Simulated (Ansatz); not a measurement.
Consider the following.

NbSiAs:
Space group P4/nmm, origin choice 1 (No. 129); a = b = 3.5029 Å, c = 7.9212 Å, α = β = γ = 90.00°

```tsv
atom	site	symmetry	x	y	z
As	2c	4mm	0.0000	0.5000	0.3867
Si	2a	-4m2	0.0000	0.0000	0.0000
Nb	2c	4mm	0.5000	0.0000	0.2542
```

This is the r²SCAN-relaxed structure.

**Question.** All from r²SCAN in the plane-wave PAW code Ansatz, unless another level is named. Give the electronic character.

**Answer.** metallic (no gap).

**Question.** And the density of states at the Fermi level?

**Answer.** 0.12 states/eV per atom (mean over ±0.08 eV).

The workflow started from an entry of the Crystallography Open Database (COD). Whether it is the stable phase at ambient conditions was not checked. Symmetry was held in the r²SCAN relaxation; its stability against distortions is not shown here. The run is not spin-polarised. Scalar-relativistic: spin–orbit coupling is off unless named, which matters more the heavier the elements.

Potentials: the later of the program's two PAW sets.
